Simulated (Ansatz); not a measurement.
# How much do the gradients of K₂Nb₃S₆ depend on the method?

Cell: a computed structure from the Materials Project (it need not be an observed phase).

```
CELL_PARAMETERS angstrom
15.77504 0.00000 0.00000
0.00000 5.14074 2.96789
0.00000 -5.14074 2.96789
ATOMIC_POSITIONS crystal
K 0.50000 0.00000 0.66671
K 0.50000 0.66671 0.00000
K 0.00000 0.66684 0.33333
K 0.00000 0.33333 0.66684
Nb 0.25077 0.66854 0.33331
Nb 0.25100 0.99810 0.99810
Nb 0.25077 0.33331 0.66854
Nb 0.74923 0.66854 0.33331
Nb 0.74900 0.99810 0.99810
Nb 0.74923 0.33331 0.66854
S 0.15327 0.66701 0.66701
S 0.15325 0.00122 0.33163
S 0.15325 0.33163 0.00122
S 0.84673 0.66701 0.66701
S 0.84675 0.00122 0.33163
S 0.84675 0.33163 0.00122
S 0.34820 0.66330 0.66330
S 0.34821 0.00318 0.33350
S 0.34821 0.33350 0.00318
S 0.65180 0.66330 0.66330
S 0.65179 0.00318 0.33350
S 0.65179 0.33350 0.00318
```

Atoms are numbered from 1 in the order listed; like atoms form one site, named after its first atom.

First run. Computed with Ansatz: DFT, PBE, plane waves and PAW, scalar-relativistic, 420 eV cutoff, Γ-centred 2×7×7 k-points, Fermi–Dirac smearing 0.05 eV.

| site | atom | V_zz (10²¹ V/m²) | η |
| --- | --- | --- | --- |
| K1 | 1 | -3.28 | 0.00 |
| K3 | 3 | -3.63 | 0.01 |
| Nb5 | 5 | -3.73 | 0.05 |
| Nb6 | 6 | -3.66 | 0.05 |
| S11 | 11 | -2.70 | 0.17 |
| S12 | 12 | -2.69 | 0.09 |
| S17 | 17 | -2.80 | 0.01 |
| S18 | 18 | -2.80 | 0.01 |

Second run. The same atoms and settings, except that the functional is r2SCAN and the cutoff is 500 eV.

**Question.** Given the first result, estimate the second.

**Answer.** 

```csv
site,atom,V_zz,η,change of V_zz
K1,1,-3.45,0.00,-0.17
K3,3,-3.82,0.01,-0.19
Nb5,5,-3.46,0.09,+0.27
Nb6,6,-3.37,0.10,+0.29
S11,11,-2.66,0.14,+0.04
S12,12,-2.65,0.07,+0.04
S17,17,-2.77,0.04,+0.03
S18,18,-2.77,0.03,+0.03
```

The largest change of V_zz is on Nb6, from -3.66 to -3.37. In per cent, |V_zz| changes by +5 on K, -8 to -7 on Nb, -2 to -1 on S (all sites that start above 2).

With no gap above 0.1 eV, as in a metal, the gradients converge slowly in k; expect changes of a tenth or more on a denser mesh. Without spin–orbit coupling (the program notes it for Nb) the gradients can shift somewhat, as the gap is small.
